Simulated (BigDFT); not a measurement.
Input and output of a self-consistent single point for the molecule C2H9FSi4 (BigDFT).

All values come from this method and carry its errors: PBE, Daubechies wavelet basis, HGH (Krack) norm-conserving potentials made for PBE, isolated boundary conditions (BigDFT).

```xyz
16

F      3.1800    -0.1803    -1.2685
C      2.0450     0.0805    -0.5837
C      1.5690     1.3350    -0.5808
Si     0.0302     1.7918     0.3179
Si    -0.7337    -0.2761     1.0398
Si    -2.3907    -0.9122    -0.3638
Si     1.2163    -1.3091     0.3090
H      2.0814     2.1272    -1.1141
H      0.3494     2.6655     1.4744
H     -0.9452     2.4499    -0.5858
H     -0.9970    -0.3812     2.5093
H     -1.9753    -0.7513    -1.7802
H     -2.7443    -2.3368    -0.1337
H     -3.6061    -0.0895    -0.1328
H      2.0177    -1.7587     1.4784
H      0.9034    -2.4547    -0.5854
```
Charge 0, spin multiplicity 1.

Reference input (self-consistent single point, DFT, PBE, Daubechies wavelet basis, HGH (Krack) norm-conserving potentials made for PBE, isolated boundary conditions): basis = Daubechies wavelets; dft.hgrids = 0.324 bohr; dft.rmult = 5 8; dft.ixc = 11; potentials = built-in HGH-K PBE; boundary_conditions = free; dft.gnrm_cv = 1e-05; dft.itermax = 80; dft.idsx = 6; dft.nrepmax = 3. This run's input differs from it in these lines:

```diff
@@ -3,3 +3,3 @@
   hgrids: 0.324
-  rmult: [5, 8]
+  rmult: [5, 6]
   ixc: 11
```

Output, abridged:

```
  #------------------------------------------------------------------- Self-Consistent Cycle
 Ground State Optimization:
 - Hamiltonian Optimization: &itrp001
   - Subspace Optimization: &itrep001-01
       Wavefunctions Iterations:
 iter:  1, EKS: -5.60657242137831915E+01, gnrm:  1.76E-01, D: -1.19E+00,
 iter:  2, EKS: -5.64542814048816410E+01, gnrm:  7.76E-02, D: -3.89E-01,
 iter:  3, EKS: -5.65519172774079664E+01, gnrm:  3.92E-02, D: -9.76E-02,
 iter:  4, EKS: -5.65774040503931417E+01, gnrm:  1.88E-02, D: -2.55E-02,
 iter:  5, EKS: -5.65832542769243716E+01, gnrm:  9.00E-03, D: -5.85E-03,
   [... lines left out ...]
 iter:  12, EKS: -5.65856983240775548E+01, gnrm:  2.22E-04, D: -3.98E-06,
 iter:  13, EKS: -5.65856999133369385E+01, gnrm:  1.53E-04, D: -1.59E-06,
 iter:  14, EKS: -5.65857003644287175E+01, gnrm:  7.65E-05, D: -4.51E-07,
 iter:  15, EKS: -5.65857005288756909E+01, gnrm:  4.53E-05, D: -1.64E-07,
 iter:  16, EKS: -5.65857005690916566E+01, gnrm:  2.33E-05, D: -4.02E-08,
 iter:  17, EKS: -5.65857005842047656E+01, gnrm:  1.61E-05, D: -1.51E-08,
 iter:  18, EKS: -5.65857005888602842E+01, gnrm:  9.02E-06, D: -4.66E-09,
       -  &FINAL001  { #---------------------------------------------------------- iter: 19
 iter:  19, EKS: -5.65857005908259865E+01, gnrm:  9.02E-06, D: -1.97E-09,  #FINAL
        #Eigenvalues and New Occupation Numbers
       Orbitals: [
   [... 17 lines left out ...]
 Last Iteration                        : *FINAL001
  #---------------------------------------------------------------------- Forces Calculation
 Total electronic charge               :  39.999999382061
 Electric Dipole Moment (AU):
   P vector                            :  [ -2.176215E-01,  1.560629E-01,  1.745369E-01 ]
   norm(P)                             :  3.19652720E-01
 Electric Dipole Moment (Debye):
   P vector                            :  [ -5.531386E-01,  3.966722E-01,  4.436285E-01 ]
   norm(P)                             :  8.12476097E-01
 BigDFT infocode                       :  0
   [... lines left out ...]
 -  {H: [-2.237114215481E-03, -2.586325494072E-03, -2.847298906521E-04]} # 0013
 -  {H: [-3.234047437996E-03,  1.450416339518E-03,  1.050966725208E-04]} # 0014
 -  {H: [ 3.922346193085E-03, -3.078433125376E-03, -2.028403421906E-03]} # 0015
 -  {H: [ 2.886622050215E-03, -2.312993721416E-03, -2.572748173237E-03]} # 0016
 Energy (Hartree)                      : -5.65857005908259865E+01
 Force Norm (Hartree/Bohr)             :  4.27033704209459422E-02
```

The run converged in 19 iterations. Against the reference run the free energy goes up by 2.2 meV/atom and the largest force goes from 1.095 to 1.067 eV/Å.

The grid can part forces that symmetry would make equal. Forces above 1 eV/Å remain at this geometry. This run is one point of a test of settings, so its values need not be converged; read them against the reference run alone. The geometry comes from a cheaper method or was typed, in some cases with atoms then moved at random; it is not relaxed at this level, and the species need not be a known compound.

Cost on one core: very roughly 2.1 core-minutes.
